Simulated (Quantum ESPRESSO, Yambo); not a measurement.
K$_{2}$TiF$_{6}$ (space group P-3m1, No. 164). The geometry is that of Materials Project entry mp-3970, symmetrised and not relaxed again. Chain: norm-conserving PBEsol (Quantum ESPRESSO, 84 Ry, scalar-relativistic); G0W0 in Yambo (3×3×2 Γ-centred k mesh, bands 2 to 198 and a 7 Ry block in the screening, 198 bands in G with the Bruneval-Gonze terminator, plasmon pole fitted at 27.2 eV); BSE (3×3×4 mesh, 18 valence and 11 conduction bands, static screening with 82 bands and a 3 Ry block, scissor 4.53 eV, Tamm-Dancoff).

```
Property                                                                  Result
-----------------------------------------------  -------------------------------
PBEsol gap (dense path)                                                  4.97 eV
PBEsol gap Γ → Γ on the GW mesh                                          4.98 eV
PBEsol smallest direct gap on the GW mesh, at Γ                          4.98 eV
G0W0 direct gap at that point                                            9.51 eV
G0W0 correction to the gap Γ → Γ                                         4.53 eV
direct gap on the BSE mesh, with the scissor                             9.51 eV
first BSE state allowed for light along x                                6.46 eV
lowest BSE state                                                         5.98 eV
binding of the lowest exciton                                            3.54 eV
RPA electronic dielectric constant along x       2.31 (3×3×4 mesh, PBEsol bands)
```

Rough cost of the Yambo steps against G0W0 for 8 states: BSE within a factor of two, one RPA spectrum about 1/10.

Nearest settings tried, and what they do to the gap: 6 Ry block (229 vectors against 283): +69 meV. Not varied: bands in G, bands in W, mesh. So the settings aren't converged at that level. The BSE states are vertical excitations (zero momentum). Convergence of the RPA response with its 3×3×4 mesh was not tested. Convergence of the binding with the mesh was not shown. Axes are Cartesian, with cell vectors (Å) (5.69, 0.00, 0.00), (-2.84, 4.92, 0.00), (0.00, 0.00, 4.59).
